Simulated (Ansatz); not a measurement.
# Lu3Si (antiAuCu3 structure)

The computed numbers are results of PBEsol, scalar-relativistic (no spin polarisation) in the plane-wave PAW code Ansatz at 420 eV, 8×8×8 k-mesh, Gaussian smearing of 0.05 eV; PAW files: Ansatz's generated set soft_2.

```cif
data_structure
_symmetry_space_group_name_H-M 'Pm-3m'
_symmetry_Int_Tables_number 221
_cell_length_a 4.4434
_cell_length_b 4.4434
_cell_length_c 4.4434
_cell_angle_alpha 90.000
_cell_angle_beta 90.000
_cell_angle_gamma 90.000
_cell_volume 87.73
loop_
_atom_site_label
_atom_site_type_symbol
_atom_site_symmetry_multiplicity
_atom_site_Wyckoff_symbol
_atom_site_fract_x
_atom_site_fract_y
_atom_site_fract_z
_atom_site_occupancy
Lu1 Lu 3 c 0.00000 0.50000 0.50000 1
Si1 Si 1 a 0.00000 0.00000 0.00000 1
```

This is a trial structure made by placing the elements on a prototype's sites, so it needn't be the stable form.

The cell above was scaled in volume, its shape and atoms being fixed by the lattice's symmetry. Energies are counted from the cell above.

Cell and atoms are those of this level's equilibrium.

```json
{"V (Å³/atom)": "21.056", "ΔE (meV/atom)": "7.58", "P from the stress (GPa)": "2.93"}
{"V (Å³/atom)": "21.494", "ΔE (meV/atom)": "1.72", "P from the stress (GPa)": "1.37"}
{"V (Å³/atom)": "21.933", "ΔE (meV/atom)": "0.00", "P from the stress (GPa)": "-0.07"}
{"V (Å³/atom)": "22.372", "ΔE (meV/atom)": "2.07", "P from the stress (GPa)": "-1.39"}
{"V (Å³/atom)": "22.810", "ΔE (meV/atom)": "7.58", "P from the stress (GPa)": "-2.58"}
```

Do the energies and the pressures agree? Compare −ΔE/ΔV between neighbouring points (1 meV/Å³ = 0.1602 GPa) with the mean of their pressures.

```tsv
interval (Å³/atom)	−ΔE/ΔV (GPa)	mean P (GPa)
21.06 to 21.49	2.1	2.1
21.49 to 21.93	0.6	0.6
21.93 to 22.37	-0.8	-0.7
22.37 to 22.81	-2.0	-2.0
```
They differ by 0.03 GPa at most.

What do the two routes give for V0, B0 and B0′?

A third-order Birch–Murnaghan fit of the energies: V0 = 21.91 Å³/atom, B0 = 69 GPa, B0′ = 3.7. A polynomial of P in ln V, with B = −dP/d ln V at P = 0: V0 = 21.91 Å³/atom, B0 = 69 GPa, B0′ = 3.4.

B0·V0 = 69.3 GPa × 21.91 Å³ = 9.48 eV/atom sets the scale: near the minimum ΔE ≈ ½ B0 V0 x², with x = V/V0 − 1, and a pressure of 0.7 GPa squeezes the volume by about 1 %. At the ends of the curve: x = −3.9 % predicts 7.1 meV/atom and the run gives 7.6; x = +4.1 % predicts 8.1 meV/atom and the run gives 7.6. Compression costs more and expansion less than the parabola says, since the crystal stiffens as it shrinks; B0′ measures that.

Spin–orbit coupling, which matters for such heavy elements, is left out. The cell is a metal with an odd number of electrons, and spin polarisation wasn't tried.
